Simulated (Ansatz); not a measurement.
SrBiIO2:
```xyz
10
Lattice="2.9463 -6.9060 0.0000 2.9463 6.9060 0.0000 0.0000 0.0000 5.7389" Properties=species:S:1:pos:R:3 pbc="T T T"
Sr     2.9463    -5.6357     4.3042
Sr     2.9463     5.6357     1.4347
Bi     2.9463    -0.9988     4.3042
Bi     2.9463     0.9988     1.4347
I      2.9463     3.5416     4.3042
I      2.9463    -3.5416     1.4347
O      1.5992     0.0000     0.0000
O      4.2934     0.0000     0.0000
O      4.2934     0.0000     2.8695
O      1.5992     0.0000     2.8695
```

Relaxed with HSE06. Special points in fractions of this cell's reciprocal vectors: Γ (0.000, 0.000, 0.000); Y (-0.500, 0.500, 0.000); C0 (-0.296, 0.704, 0.000); Σ0 (0.296, 0.296, 0.000); Z (0.000, 0.000, 0.500); A0 (0.296, 0.296, 0.500); E0 (-0.296, 0.704, 0.500); T (-0.500, 0.500, 0.500); S (0.000, 0.500, 0.000); R (0.000, 0.500, 0.500).

**Question.** List the band energies nearest the valence-band maximum at these points for the program Ansatz at the HSE06 level (PAW).

**Answer.** In eV from the valence-band maximum; about four levels below and three above (degenerate sets whole), none deeper than 8.9 eV; points with the same levels are listed once.

```json
[
 {"k": "Γ", "below": "-1.10 -0.68 -0.50 -0.49", "above": "4.24 4.25 4.61"},
 {"k": "Y", "below": "-0.94 -0.56 -0.55 -0.40", "above": "3.91 4.92 4.96"},
 {"k": "C0", "below": "-1.14 -1.03 -1.03 0.00", "above": "4.53 5.13 5.24"},
 {"k": "Z", "below": "-1.16 -1.16 -0.44 -0.44", "above": "5.23 5.23 5.69 5.69"},
 {"k": "A0", "below": "-0.58 -0.58 -0.22 -0.22", "above": "5.38 5.38 6.05 6.05"},
 {"k": "T", "below": "-1.35 -1.35 -0.71 -0.71", "above": "5.54 5.54 6.13 6.13"},
 {"k": "S", "below": "-1.22 -1.02 -0.90 -0.05", "above": "4.40 5.31 5.44"},
 {"k": "R", "below": "-0.58 -0.58 -0.16 -0.16", "above": "5.44 5.44 5.86 5.86"}
]
```

Space group Cmcm. The first step of the workflow began from a Materials Project structure, measured or hypothetical; the Crystallography Open Database files this formula in space group No. 63, but the cells were not matched. Its standing as an ambient phase is unchecked. The cell was relaxed with HSE06 under the symmetry of its start; its stability against distortions is not shown here. The hybrid was solved on a coarse mesh, the path and, where they were found, the r²SCAN edge points; its band edges are the extreme levels among these. Spin–orbit coupling is left out wherever it is not named.

Potentials: the later of the program's two PAW sets.
